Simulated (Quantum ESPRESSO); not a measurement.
**Band energies of CdSe**

```
CELL_PARAMETERS angstrom
      4.30371     0.00000     0.00000
     -2.15186     3.72712     0.00000
      0.00000     0.00000     7.01885
ATOMIC_POSITIONS crystal
  Se 0.66667 0.33333 0.87586
  Se 0.33333 0.66667 0.37586
  Cd 0.66667 0.33333 0.50000
  Cd 0.33333 0.66667 0.00000
```

PBEsol (pw.x of Quantum ESPRESSO, ONCV potentials, with spin-orbit coupling); path ΓMKΓALHA,LM,KH; energies in eV from the valence-band maximum.

```
k (1/Å)  point  band 72  band 73  band 74  band 75  band 76  band 77  band 78  band 79
-------  -----  -------  -------  -------  -------  -------  -------  -------  -------
0.00         Γ     0.00     0.42     0.42     1.98     1.98     5.46     5.46     5.80
0.36              -0.34     2.14     2.15     3.17     3.21     4.91     4.95     5.80
0.72              -0.83     2.96     2.97     3.14     3.15     4.61     4.62     5.81
0.84         M    -0.87     2.99     2.99     3.13     3.13     4.55     4.55     5.93
1.09              -1.34     3.69     3.74     4.05     4.08     4.29     4.31     5.87
1.33         K    -1.79     3.99     3.99     4.44     4.63     4.68     4.68     6.74
1.44              -1.67     4.05     4.06     4.26     4.37     4.69     4.76     6.21
1.76              -0.82     3.07     3.09     4.06     4.13     4.90     4.96     4.97
2.09              -0.15     1.46     1.47     2.66     2.69     5.15     5.16     5.81
2.30         Γ     0.00     0.42     0.42     1.98     1.98     5.46     5.46     5.80
2.41              -0.03     0.91     0.91     2.00     2.00     5.46     5.46     5.82
2.75         A    -0.41     2.15     2.15     2.15     2.15     5.60     5.60     5.60
3.07              -0.84     3.06     3.06     3.08     3.08     4.80     4.80     4.81
3.38              -1.33     2.87     2.87     2.88     2.88     4.74     4.74     4.74
3.59         L    -1.41     2.71     2.71     2.71     2.71     4.64     4.64     4.64
3.69              -1.34     2.81     2.81     2.84     2.84     4.70     4.70     4.72
3.98              -1.24     3.48     3.48     3.55     3.55     5.47     5.47     5.56
4.08         H    -1.23     3.52     3.52     3.59     3.59     5.51     5.51     5.63
4.27              -1.28     3.47     3.47     3.54     3.54     5.37     5.37     5.44
4.57              -1.29     3.47     3.47     3.55     3.55     4.73     4.73     4.81
4.86              -0.64     2.66     2.66     2.68     2.68     5.07     5.07     5.10
5.05         A    -0.41     2.15     2.15     2.15     2.15     5.60     5.60     5.60
5.05         L    -1.41     2.71     2.71     2.71     2.71     4.64     4.64     4.64
5.32              -0.98     2.66     2.66     3.15     3.15     4.90     4.90     5.24
5.50         M    -0.87     2.99     2.99     3.13     3.13     4.55     4.55     5.93
5.50         K    -1.79     3.99     3.99     4.44     4.63     4.68     4.68     6.74
5.95         H    -1.23     3.52     3.52     3.59     3.59     5.51     5.51     5.63
```

The PBEsol gap is direct, 0.42 eV at Γ.

Geometry relaxed with PBEsol.
